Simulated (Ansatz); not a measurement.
LuAl2Pd5: Lu interstitial

Level of theory: PBEsol, no spin polarisation, scalar-relativistic; Ansatz, plane waves to 420 eV (PAW set soft_2), k-mesh 3×3×3.

The relaxed host crystal (no gap at this level of theory):

```cif
data_structure
_symmetry_space_group_name_H-M 'P 1'
_symmetry_Int_Tables_number 1
_cell_length_a 7.8812
_cell_length_b 7.8812
_cell_length_c 7.8812
_cell_angle_alpha 150.133
_cell_angle_beta 150.133
_cell_angle_gamma 42.746
_cell_volume 121.09
loop_
_atom_site_label
_atom_site_type_symbol
_atom_site_fract_x
_atom_site_fract_y
_atom_site_fract_z
_atom_site_occupancy
Al1 Al 0.25315 0.25315 0.00000 1
Al2 Al 0.74685 0.74685 0.00000 1
Lu1 Lu 0.00000 0.00000 0.00000 1
Pd1 Pd 0.64212 0.14212 0.50000 1
Pd2 Pd 0.35788 0.85788 0.50000 1
Pd3 Pd 0.14212 0.64212 0.50000 1
Pd4 Pd 0.85788 0.35788 0.50000 1
Pd5 Pd 0.50000 0.50000 0.00000 1
```

Supercell of 32 atoms, rows of the matrix [[1,0,0],[-2,0,-2],[0,2,2]] times the cell vectors; Lu interstitial at (0.094, 0.094, 0.938) in fractions of the cell above. Atoms are relaxed at the host's cell, from a start shaken by 0.05 Å near the defect.

Nearest atoms to the added Lu: relaxed Pd 2.58 Å, Pd 2.58 Å, Pd 2.60 Å, Pd 2.60 Å, Al 2.70 Å, Pd 2.83 Å, Pd 2.83 Å, Pd 2.83 Å.

The largest move of an atom from its ideal place is 2.4 Å, so the cell rearranged and didn't merely relax.

```tsv
charge	gap of the cell on the mesh (eV)
0	0.00
```

Formation energy of the neutral defect: 3.30 eV, taking atoms from and to the elements' standard states (no corrections for gases), so it belongs to those chemical potentials alone.

Caveats: small supercell, so energies and levels can be off by tenths of an eV; one random start near the defect, so other minima are possible.
